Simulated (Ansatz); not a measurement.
Relaxed HfO$_{2}$ (tetragonal-ZrO2 type, space group P4_2/nmc):

```
CELL_PARAMETERS angstrom
      3.56707     0.00000     0.00000
      0.00000     3.56707     0.00000
      0.00000     0.00000     5.16595
ATOMIC_POSITIONS crystal
  Hf 0.00000 0.00000 0.00000
  Hf 0.50000 0.50000 0.50000
  O  0.00000 0.50000 0.20010
  O  0.00000 0.50000 0.70010
  O  0.50000 0.00000 0.29990
  O  0.50000 0.00000 0.79990
```

Scan: atom 6 (O, nearest neighbour Hf at 2.061 Å; its periodic images, 3.6 Å or more away, move with it) is displaced towards the nearest neighbour, direction (-0.865, 0.000, 0.501) in Cartesian axes, by s. The other atoms stay.

Calculation: PBEsol (plane waves to 420 eV, PAW, scalar-relativistic; Ansatz, a first-principles code). k mesh 8×8×5 (Γ-centred), Fermi-Dirac smearing 0.05 eV. Energies are smeared free energies. F⊥ is the part of the force across the line. HfO2 is run without spin polarisation. HfO2 was relaxed with its symmetry unable to fall. Spin-orbit coupling is left out, though Hf is heavy. This is a high-temperature form of HfO2. The zero of ΔE is the undisplaced structure.

Problem. What ΔE (meV/cell) and |F⊥| (eV/Å) does the calculation give at s (Å) = -0.210, -0.168, -0.126, 0.042, 0.084, 0.126, 0.168, 0.210?

Solution. 
| s (Å) | ΔE (meV/cell) | |F⊥| (eV/Å) |
|---|---|---|
| -0.210 | 319 | 0.666 |
| -0.168 | 211 | 0.494 |
| -0.126 | 123 | 0.341 |
| 0.042 | 16 | 0.078 |
| 0.084 | 66 | 0.139 |
| 0.126 | 155 | 0.186 |
| 0.168 | 288 | 0.221 |
| 0.210 | 473 | 0.245 |

(A displaced cell: forces are minus the slopes of the energy, force constants its curvatures, and phonons follow from these.)
